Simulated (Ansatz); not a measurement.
**AlN with an N vacancy: do the settings matter for the field gradients?**

Cell: a supercell of AlN (wurtzite type, P6_3mc) built from a structure deposited in the COD (the entry's cell lengths or inner coordinates differ somewhat from later room-temperature determinations), with all atoms left at the host's positions.

```xyz
47
Lattice="9.3390 0.0000 0.0000 -3.1130 5.3919 0.0000 0.0000 0.0000 9.9620" Properties=species:S:1:pos:R:3 pbc="T T T"
Al    0.0000    1.7973    0.0000
Al    0.0000    1.7973    4.9810
Al   -1.5565    4.4932    0.0000
Al   -1.5565    4.4932    4.9810
Al    3.1130    1.7973    0.0000
Al    3.1130    1.7973    4.9810
Al    1.5565    4.4932    0.0000
Al    1.5565    4.4932    4.9810
Al    6.2260    1.7973    0.0000
Al    6.2260    1.7973    4.9810
Al    4.6695    4.4932    0.0000
Al    4.6695    4.4932    4.9810
Al    1.5565    0.8986    2.4905
Al    1.5565    0.8986    7.4715
Al    0.0000    3.5946    2.4905
Al    0.0000    3.5946    7.4715
Al    4.6695    0.8986    2.4905
Al    4.6695    0.8986    7.4715
Al    3.1130    3.5946    2.4905
Al    3.1130    3.5946    7.4715
Al    7.7825    0.8986    2.4905
Al    7.7825    0.8986    7.4715
Al    6.2260    3.5946    2.4905
Al    6.2260    3.5946    7.4715
N     0.0000    1.7973    6.8738
N    -1.5565    4.4932    1.8928
N    -1.5565    4.4932    6.8738
N     3.1130    1.7973    1.8928
N     3.1130    1.7973    6.8738
N     1.5565    4.4932    1.8928
N     1.5565    4.4932    6.8738
N     6.2260    1.7973    1.8928
N     6.2260    1.7973    6.8738
N     4.6695    4.4932    1.8928
N     4.6695    4.4932    6.8738
N     1.5565    0.8986    4.3833
N     1.5565    0.8986    9.3643
N     0.0000    3.5946    4.3833
N     0.0000    3.5946    9.3643
N     4.6695    0.8986    4.3833
N     4.6695    0.8986    9.3643
N     3.1130    3.5946    4.3833
N     3.1130    3.5946    9.3643
N     7.7825    0.8986    4.3833
N     7.7825    0.8986    9.3643
N     6.2260    3.5946    4.3833
N     6.2260    3.5946    9.3643
```

Sites (sets of like atoms) are named by element and the number of their first atom in this list.

Reference run. Computed with Ansatz: DFT, PBE, plane waves and PAW, scalar-relativistic, collinear spin, 420 eV cutoff, Γ-centred 3×4×2 k-points, Fermi–Dirac smearing 0.01 eV, cell charge +2. Start moments as typed (μB): 0.5 0 0 0 0 0 0 0 0 0 0 0 0.5 0 0.5 0 0 0 0 0 0.5 0 0 0 0 0 0 0 0 0 0 0 0 0 0 0 0 0 0 0 0 0 0 0 0 0 0 by atom.

(1) The input is changed as follows: `crystal.symmetry`: not typed → {detect: false}; `kpoints.mp_grid.grid`: [3, 4, 2] → [2, 3, 1]. What happens to V_zz (10²¹ V/m²) and η?

## Answers

(1) 

```csv
site,atom,V_zz reference,η reference,V_zz changed,η changed
Al1,1,5.00,0.00,4.91,0.00
Al13,13,4.42,0.08,4.31,0.07
Al21,21,4.56,0.07,4.51,0.07
N26,26,2.42,0.02,2.31,0.02
N28,28,1.35,0.06,1.35,0.10
N29,29,0.19,0.81,0.23,0.19
N30,30,1.32,0.07,1.16,0.12
N32,32,1.37,0.06,1.38,0.19
N34,34,1.32,0.13,1.18,0.22
N41,41,0.37,0.09,0.42,0.29
N42,42,0.34,0.17,0.44,0.07
N43,43,0.34,0.10,0.45,0.04
```

The largest change of V_zz along a kept axis is on N30, from 1.32 to 1.16. In per cent, |V_zz| changes by -3 to -1 on Al, -5 on N (all sites that start above 2). Where |V_zz| stays above 0.1 and the axes keep their order, η moves most on N29, from 0.81 to 0.19. On Al19, N47, N46 (not in the table) the largest principal value lies along another axis in the second run, so the two V_zz can't be compared directly. The table leaves out 35 of the 47 sites, with |V_zz| up to 4.44; their tensors move by 0.09 at most along any direction. The statements above cover all sites. The absolute magnetisation of the cell goes from 0.6 to 0.9 μB. SCF iterations: 24 and 20. New warnings: seeded moment not kept. In the changed run the k-mesh is coarser than the standard one, so its values aren't converged ones.

On the reference run: The defect repeats with the cell of 47 atoms, so it feels its images: sites between two images don't show the values beside a lone defect, and zeros or small values of η there can come from the images' arrangement. Al and N carry a gradient in the pure host already, so the values there aren't the defect's effect alone. A uniform background compensates the cell's charge. The defect cell has no gap above 0.1 eV on its mesh, so the values can hang on the smearing and the k-mesh. The cell keeps the host's lattice, where the PBE pressure is 7 GPa (in a charged cell this depends on the convention for the mean potential). The neighbours have not yet relaxed around the defect (largest force 1.6 eV/Å), so a real crystal will differ.
